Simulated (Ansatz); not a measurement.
The start is a randomly generated symmetric cell of WSe2 (space group No. 65). A full variable-cell relaxation at zero pressure is run with PBE (plane waves to 420 eV, PAW, scalar-relativistic; Ansatz, an electronic-structure program). The first steps use a coarse 7×7×4 k-mesh.

Input geometry:
```yaml
crystal:
  lattice:
    - [2.29293, -2.44631, 0.00000]
    - [2.29293, 2.44631, 0.00000]
    - [0.00000, 0.00000, 6.33309]
  atoms:
    - { symbol: Se, position: [0.00000, 0.50000, 0.00000] }
    - { symbol: Se, position: [0.50000, 0.00000, 0.00000] }
    - { symbol: W, position: [0.00000, 0.00000, 0.50000] }
```

- Outcome = The space group goes from Cmmm (No. 65) to P4/mmm (No. 123), with 3 atoms in the primitive cell
- Energy released = 2.07 to 2.09 eV/atom (the two k-meshes of the run give this range)
- Volume change = -14.8 %, from 23.68 to 20.18 Å³/atom
- Shortest distances (start → end) = The closest pairs of elements (up to four, under 3.6 Å), start → end: Se–Se 2.29 → 3.09 Å; Se–W 3.58 → 2.70 Å; W–W 3.35 → 3.09 Å
- Band gap at the end = no gap (metallic)
- Optimiser moves = 36

Final values are on a 11×11×15 k-mesh of the relaxed cell. No spin polarisation in the result.

The run could not lose the symmetry of its start: the end is stationary, and may be a saddle point rather than a minimum.

All atoms sit on sites fixed by symmetry, so only the cell could relax.

The relaxed structure here is a generated cell of WSe2: the first start was made by a random draw of sites in a space group, and the end was not matched to a known phase here, so it may be hypothetical. Known forms of WSe2 include space group No. 194.
